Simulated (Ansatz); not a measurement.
SrO:
```yaml
crystal:
  lattice:
    - [0.00000, 2.58014, 2.58014]
    - [2.58014, 0.00000, 2.58014]
    - [2.58014, 2.58014, 0.00000]
  atoms:
    - { symbol: Sr, position: [0.50000, 0.50000, 0.50000] }
    - { symbol: O, position: [0.00000, 0.00000, 0.00000] }
```

Relaxed with r²SCAN. Special points in fractions of this cell's reciprocal vectors: Γ (0.000, 0.000, 0.000); X (0.500, 0.000, 0.500); U (0.625, 0.250, 0.625); K (0.375, 0.375, 0.750); L (0.500, 0.500, 0.500); W (0.500, 0.250, 0.750).

Question: List the band energies nearest the valence-band maximum at these points for plane-wave PAW r²SCAN (Ansatz code).

Answer: In eV from the valence-band maximum; about four levels below and three above (degenerate sets whole), none deeper than 8.9 eV; points with the same levels are listed once.

```tsv
k	below	above
Γ	0.00 0.00 0.00	4.59 6.81 6.81 6.81
X	-0.42 -0.08 -0.08	3.80 8.49 10.94
U	-0.90 -0.55 -0.45	5.30 8.47 9.42
L	-2.07 -1.08 -1.08	7.10 8.95 9.48 9.48
W	-1.08 -0.41 -0.41	6.55 6.55 9.31
```

Space group Fm-3m (rock salt). Symmetry was held in the r²SCAN relaxation; phonons on a q-mesh show no instability. Spin–orbit coupling is left out wherever it is not named.

Potentials: the earlier of the program's two PAW sets.
